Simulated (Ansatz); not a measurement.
La3SbO3 in space group C2/m (No. 12; Pearson symbol mS28), r²SCAN in the plane-wave PAW code Ansatz, all energies at zero smearing, with the estimated change up to a 700 eV cutoff added, with one set of potentials and settings (totals compare only within such a set). Cell of 14 atoms (6 La, 2 Sb, 6 O): -54025.479 eV.

| element | reference phase | E (eV/atom) |
|---|---|---|
| La | P6_3/mmc, 4 atoms in the cell | -6264.6784 |
| Sb | R-3m, 2 atoms in the cell | -6499.1272 |
| O | C2/m, 4 atoms in the cell, spin-polarised | -566.0281 |

Formation energy per atom, worked out: (-54025.479 − 6×(-6264.6784) − 2×(-6499.1272) − 6×(-566.0281))/14 = -3.070 eV/atom (-296 kJ per mol of atoms), at 0 K, without zero-point energy or fitted corrections.

The workflow started from a Materials Project entry (that database holds measured and hypothetical structures alike); the Crystallography Open Database files this formula in space group No. 12, but the cells were not matched. Its standing as an ambient phase is unchecked. Symmetry was held in the r²SCAN relaxation; its stability against distortions is not shown here. The references are the lowest solids computed at this level, not always the standard phases (solids in place of the gases). Scalar-relativistic: spin–orbit coupling is off unless named, which matters more the heavier the elements.

Potentials: the later of the program's two PAW sets.
